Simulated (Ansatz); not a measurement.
In plane-wave PAW PBE (Ansatz code), MoPt in the L1₀ or tetragonal B2 structure (P4/mmm) relaxes to a = 2.730 Å, c = 4.134 Å. Pt has 12 nearest neighbours from 2.73 Å (cuboctahedral); Mo has 12 nearest neighbours from 2.73 Å (cuboctahedral). Its formation energy from the elements is -0.26 eV/atom, with no fitted shifts.

Electronic character: metallic (no gap). Gap from PBE with spin–orbit coupling: none (metallic).

An equation-of-state fit gives a bulk modulus of 271 GPa.

The start of the workflow was typed in or built on a structure type; neither database checked (COD, Materials Project) lists it. Whether it is the stable phase at ambient conditions was not checked. Symmetry was held in the PBE relaxation; whether a distortion lowers the energy is not shown. No spin polarisation was allowed. Axis ratios of metals converge slowly with the k-mesh, so a and c are less sure than the volume. The references are the lowest solids computed at this level, not always the standard phases. Spin–orbit coupling is left out wherever it is not named.

Potentials: the earlier of the program's two PAW sets.
